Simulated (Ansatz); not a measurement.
SiO₂:
```
CELL_PARAMETERS angstrom
      2.82133     0.00000     0.00000
      0.00000     2.82133     0.00000
      0.00000     0.00000     8.60539
ATOMIC_POSITIONS crystal
  Si 0.00000 0.00000 0.00000
  Si 0.50000 0.50000 0.50000
  O  0.00000 0.50000 0.09925
  O  0.00000 0.50000 0.59925
  O  0.50000 0.00000 0.40075
  O  0.50000 0.00000 0.90075
```

Relaxed with PBEsol. Special points in fractions of this cell's reciprocal vectors: Γ (0.000, 0.000, 0.000); X (0.000, 0.500, 0.000); M (0.500, 0.500, 0.000); Z (0.000, 0.000, 0.500); R (0.000, 0.500, 0.500); A (0.500, 0.500, 0.500).

Task: List the band energies nearest the valence-band maximum at these points for plane-wave PAW PBEsol (Ansatz code).

Result: In eV from the valence-band maximum; about four levels below and three above (degenerate sets whole), none deeper than 8.9 eV; points with the same levels are listed once.

| k | below | above |
|---|---|---|
| Γ | -0.45 -0.45 -0.31 -0.31 | 5.04 6.41 6.61 |
| X | -0.68 -0.68 -0.22 -0.22 | 8.15 8.15 10.29 10.29 |
| M | -2.13 -2.13 -0.68 -0.68 | 7.23 7.23 8.28 8.28 |
| Z | -0.43 -0.43 -0.33 -0.33 | 5.67 5.67 6.88 6.88 |
| R | -0.74 -0.74 -0.22 -0.22 | 8.18 8.18 10.43 10.43 |
| A | -2.26 -2.26 -2.26 -2.26 -0.68 -0.68 | 7.73 7.73 7.73 7.73 |

Space group P4_2/nmc. The cell is a constructed one: a structure type filled with these elements; neither database checked (COD, Materials Project) lists it. It is not the phase usual at ambient conditions (space group No. 92, 152, 154). The cell was relaxed with PBEsol under the symmetry of its start; its stability against distortions is not shown here.

Potentials: the earlier of the program's two PAW sets. The files were generated under PBE; for other functionals the program regenerates the frozen cores, and for LDA and PBEsol the local potential too.
